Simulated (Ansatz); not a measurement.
A relaxed cell of Al3InAs4 is given with its symmetry left out. The cell was found from a structure generator's guess, not taken from experiment.

The calculation used Ansatz 0.2.0, DFT PBE, scalar-relativistic, plane waves, PAW. Cutoff 420 eV, Γ-centred mesh, Gaussian smearing, no spin polarisation.

```yaml
crystal:
  lattice:
    - [4.12522, 0.00000, 0.00000]
    - [0.00000, 4.12522, 0.00000]
    - [0.00000, 0.00000, 11.69310]
  atoms:
    - { symbol: Al, position: [0.00000, 0.00000, 0.74083] }
    - { symbol: Al, position: [0.50000, 0.50000, 0.50000] }
    - { symbol: Al, position: [0.00000, 0.00000, 0.25917] }
    - { symbol: In, position: [0.50000, 0.50000, 0.00000] }
    - { symbol: As, position: [0.50000, 0.00000, 0.62038] }
    - { symbol: As, position: [0.00000, 0.50000, 0.37962] }
    - { symbol: As, position: [0.50000, 0.00000, 0.14072] }
    - { symbol: As, position: [0.00000, 0.50000, 0.85928] }
```

Energies over the elements count from the elements' standard structures at the same level, with no fitted energy shifts.

Q: Find its symmetry and describe it.

A: P-4m2 (No. 115), with Al and In ordered on zinc blende sites. Conventional cell: a = 4.125 Å, c = 11.693 Å. Al on a site of symmetry 2mm has 4 As at 2.48–2.50 Å; Al on a site of symmetry -4m2 has 4 As at 2.50 Å; In has 4 As at 2.64 Å; As on its first site has 4 Al at 2.50 Å; 1 more site not described.

Q: What is its formation energy per atom?

A: −0.414 eV/atom. It lies below the elements, which doesn't yet make it stable against other compounds or structures.

Q: Is it a metal?

A: No, the gap on the 8×8×4 mesh is 1.03 eV.

The last run used an 8×8×4 mesh (in the run's order of axes) for its 8-atom cell and Gaussian smearing of 0.02 eV. Kohn–Sham gaps at this level usually fall short of measured ones. The reference form of As is held partly by dispersion forces, which this level lacks. A later test with randomly moved atoms came back to the same energy, though modes that don't fit the test's cell weren't probed.
